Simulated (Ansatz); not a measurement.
HfGeS:
```xyz
6
Lattice="3.6208 0.0000 0.0000 0.0000 3.6208 0.0000 0.0000 0.0000 7.9476" Properties=species:S:1:pos:R:3 pbc="T T T"
Hf     0.0000     1.8104     5.7736
Hf     1.8104     0.0000     2.1740
Ge     1.8104     1.8104     0.0000
Ge     0.0000     0.0000     0.0000
S      0.0000     1.8104     3.0200
S      1.8104     0.0000     4.9276
```

Relaxed with r²SCAN. Special points in fractions of this cell's reciprocal vectors: Γ (0.000, 0.000, 0.000); X (0.000, 0.500, 0.000); M (0.500, 0.500, 0.000); Z (0.000, 0.000, 0.500); R (0.000, 0.500, 0.500); A (0.500, 0.500, 0.500).

Task: List the band energies nearest the Fermi level at these points for the program Ansatz at the r²SCAN level (PAW).

Result: In eV from the Fermi level; about four levels below and three above (degenerate sets whole), none deeper than 8.9 eV; points with the same levels are listed once.

```csv
k,below,above
Γ,-2.78 -2.78 -2.46 -1.64 -0.12,0.62 1.31 1.42 1.42
X,-2.25 -2.25 -0.68 -0.68,0.69 0.69 1.98 1.98
M,-4.53 -4.53 -2.71 -2.71,3.00 3.00 3.05 3.05
Z,-3.22 -3.22 -2.78 -2.77 -2.77,0.46 1.34 1.41
R,-2.35 -2.35 -0.38 -0.38,0.82 0.82 1.92 1.92
A,-4.27 -4.27 -2.87 -2.87,1.58 1.58 3.06 3.06
```

Space group P4/nmm. The workflow started from a Materials Project entry (that database holds measured and hypothetical structures alike); the Crystallography Open Database files this formula in space group No. 129, but the cells were not matched. Whether it is the stable phase at ambient conditions was not checked. The r²SCAN relaxation kept the symmetry of its start; whether a distortion lowers the energy is not shown. The run is not spin-polarised. Scalar-relativistic: spin–orbit coupling is off unless named, which matters more the heavier the elements.

Potentials: the earlier of the program's two PAW sets.
